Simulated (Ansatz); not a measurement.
TiO:
```xyz
6
Lattice="4.9783 0.0000 0.0000 -2.4891 4.3113 0.0000 0.0000 0.0000 2.8676" Properties=species:S:1:pos:R:3 pbc="T T T"
Ti     2.4891     1.4371     1.4338
Ti     0.0000     2.8742     1.4338
Ti     0.0000     0.0000     0.0000
O      1.5076     2.6113     0.0000
O     -0.9815     1.7000     0.0000
O      1.9630     0.0000     0.0000
```

Relaxed with r²SCAN. Special points in fractions of this cell's reciprocal vectors: Γ (0.000, 0.000, 0.000); M (0.500, 0.000, 0.000); K (0.333, 0.333, 0.000); A (0.000, 0.000, 0.500); L (0.500, 0.000, 0.500); H (0.333, 0.333, 0.500).

### Question
List the band energies nearest the Fermi level at these points for r²SCAN (plane waves, PAW; program Ansatz).

### Answer
In eV from the Fermi level; about four levels below and three above (degenerate sets whole), none deeper than 8.9 eV; points with the same levels are listed once.

```json
[
 {"k": "Γ", "below": "-3.72 -0.93 -0.88 -0.88", "above": "0.47 0.47 0.85 0.85"},
 {"k": "M", "below": "-5.67 -2.81 -2.18 -1.86", "above": "0.39 1.11 1.16"},
 {"k": "K", "below": "-6.04 -2.73 -1.94 -1.94", "above": "0.46 1.05 1.05"},
 {"k": "A", "below": "-6.15 -6.15 -2.09 -2.09", "above": "0.45 1.21 1.21 1.21 1.21"},
 {"k": "L", "below": "-5.80 -2.14 -1.59 -0.62", "above": "0.49 0.81 1.56"},
 {"k": "H", "below": "-6.11 -6.11 -1.60 -1.56 -1.56", "above": "1.24 1.24 1.49"}
]
```

Space group P-62m. The first step of the workflow began from a Materials Project structure, measured or hypothetical; the Crystallography Open Database copy checked does not list it. COD files the formula under space group No. 12, 225, so this cell is another polymorph or a model. Its standing as an ambient phase is unchecked. Symmetry was held in the r²SCAN relaxation; of distortions, only those at the zone centre were tested. No spin polarisation was allowed. Without spin polarisation and U, an open-shell compound can come out a false metal.

Potentials: the later of the program's two PAW sets.
